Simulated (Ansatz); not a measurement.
Collinear states of IrO

Level of theory: DFT PBEsol, scalar-relativistic, plane waves, PAW (Ansatz 0.2.0).

```xyz
2
Lattice="0.0000 2.3504 2.3504 2.3504 0.0000 2.3504 2.3504 2.3504 0.0000" Properties=species:S:1:pos:R:3 pbc="T T T"
Ir    0.0000    0.0000    0.0000
O     1.1752    1.1752    1.1752
```

```
plane-wave cutoff                               : 420 eV
Γ-centred k-mesh                                : 16×16×16
occupation rule                                 : Gaussian smearing, 0.1 eV
list of starting moments (μB, in atom order)    : 2.5 0
check for lower electronic states after the SCF : off
```

All runs keep this geometry, which stands near equilibrium for the lowest state (largest force there 0.000 eV/Å, pressure 0.0 GPa) and needn't be a stable compound; relaxing each order can shift differences of a few meV. A propagation vector, in units of the reciprocal vectors, doubles the cell, which takes an equally dense mesh. Site moments are spin moments in atom-centred spheres that scale with the neighbour distance. The states are those that the runs reached from these starts; a lower one can exist.

Problem. Starts tried: no spin; large parallel starting moments; antiferromagnetic, doubled cell, propagation vector (0, 0, 1/2). Which state comes out lowest, and what are the moments?

Solution. All starts lose their moments; the cell is non-magnetic at this level.

| start | ends | energy above lowest (meV/atom) | site moments (μB) | gap on mesh (eV) | P (GPa) |
| --- | --- | --- | --- | --- | --- |
| no spin | non-magnetic | 0.00 | none over 0.05 | metal | 0.0 |
| large parallel starting moments | non-magnetic | 0.00 | none over 0.05 | metal | 0.0 |
| antiferromagnetic, doubled cell, propagation vector (0, 0, 1/2) | non-magnetic | 0.00 | none over 0.05 | metal | 0.0 |

Cost: 3 runs of about 2.1 core-minutes in all, on Intel Xeon Processor @ 2.70GHz (shared hosts).